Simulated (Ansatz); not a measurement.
Given:

Starting cell, Co (hcp, Mg type):

```xyz
2
Lattice="2.4573 0.0000 0.0000 -1.2286 2.1281 0.0000 0.0000 0.0000 3.9686" Properties=species:S:1:pos:R:3 pbc="T T T"
Co     0.0000     1.4187     2.9765
Co     1.2286     0.7094     0.9922
```

Scan: atom 2 (Co, nearest neighbour Co at 2.439 Å; its periodic images, 2.5 Å or more away, move with it) is displaced along Cartesian [111], direction (0.577, 0.577, 0.577) in Cartesian axes, by s. The other atoms stay.

Computed with PBEsol (plane waves to 420 eV, PAW, scalar-relativistic; Ansatz, an electronic-structure program). k mesh 17×17×10 (Γ-centred), Fermi-Dirac smearing 0.05 eV. The energy includes the smearing's −TS. With partly filled bands, energies and forces of such displacements shift with the k mesh and the smearing. Co was relaxed with its symmetry unable to fall. Relaxed Co ends ferromagnetic. The magnetic order is the one the run started from; other orders were not tried. ΔE is measured from the undisplaced structure.

The scan covers s from -0.240 to 0.240 Å in 11 points.

### Question
Is the energy the same for displacements of ±0.240 Å, and if not, which side lies higher?

### Answer
Not even: the positive side lies higher at ±0.240 Å. With its periodic images moving along, the atom's site symmetry in this cell is -6m2.

### Question
What force acts on the atom along the line at s = -0.240 Å?

### Answer
1.27 eV/Å.

### Question
What is the force constant k = d²E/ds² of this move at s = 0?

### Answer
4.38 eV/Å².

(For displaced atoms, the force is minus the slope of the energy, and its curvature is a force constant, which sets phonon frequencies.)
